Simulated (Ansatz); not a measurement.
## YAu: zone-centre modes under pressure

YAu, Pm-3m, a = 3.515 Å. The structure is a COD entry; whether it is the stable form wasn't checked. Ansatz: LDA, PAW, 420 eV, Γ-centred 12×12×12 mesh on 2 atoms, Fermi-Dirac smearing 0.15 eV; no spin polarisation. Cell and atoms are relaxed at each pressure with the symmetry kept; optical modes at Γ by linear response, in cm⁻¹, the highest.

| P (GPa) | V (Å³/atom) | ω1 |
| --- | --- | --- |
| 0 | 21.709 | 109.9 |
| 2 | 21.313 | ? |
| 6 | 20.621 | 128.2 |

Question: Get the mode's Grüneisen parameter γ = −d ln ω/d ln V from the other rows and predict the missing frequency.

Answer: ln(V/V0) = 0.0000, -0.0184, -0.0514; a line through ln(ω/ω0) of the 2 known rows gives ω1: γ = 2.997, predicted 116.1, computed 116.4. The miss is 0.2 %, or 4 % of the shift under pressure, so a constant γ serves at that level. In a metal these frequencies hang on the mesh and smearing.

Spin–orbit coupling is left out, which can shift energies with elements as heavy as these.